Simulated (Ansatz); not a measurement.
The relaxed structure here is a generated cell of ZnO: the first start was made by placing the elements on the sites of a structure type, and the end was not matched to a known phase here, so it may be hypothetical. Known forms of ZnO include space group No. 186.

The end point of a relaxation of ZnO. Level of theory: r2SCAN (plane waves to 500 eV, PAW, scalar-relativistic; Ansatz, an electronic-structure program).

```
CELL_PARAMETERS angstrom
      5.63608     0.00000     0.00000
      0.00000     3.68291     0.00000
      0.00000     0.00000     2.83770
ATOMIC_POSITIONS crystal
  Zn 0.00000 0.00000 0.50000
  Zn 0.50000 0.00000 0.50000
  O  0.75000 0.00000 0.94806
  O  0.25000 0.00000 0.05194
```

Problem. Determine the symmetry and give the standard cell with its independent sites.

Solution. Space group Pmma (No. 51); a = 5.636 Å, b = 3.683 Å, c = 2.838 Å, α = β = γ = 90.00°

| atom | site | symmetry | x | y | z |
|---|---|---|---|---|---|
| Zn | 2c | .2/m. | 0.0000 | 0.0000 | 0.5000 |
| O | 2e | mm2 | 0.2500 | 0.0000 | 0.0519 |

Problem. Give the shortest distances between elements (the closest pairs, up to four, under 3.6 Å).

Solution. O–Zn 1.90 Å; Zn–Zn 2.82 Å; O–O 2.83 Å.

```json
{
 "volume_per_atom": "14.73 Å³",
 "density": "4.59 g/cm³",
 "band_gap": "0.63 eV, indirect (valence top at Y, conduction bottom at Γ) (no spin-orbit coupling)",
 "smallest_direct_gap": "0.88 eV at Γ"
}
```

No spin polarisation in the result.

The run could not lose the symmetry of its start: the end is stationary, and may be a saddle point rather than a minimum.

It was reached from a disturbed copy of a P4/mmm (No. 123) cell, against which it lies -0.003 eV/atom.
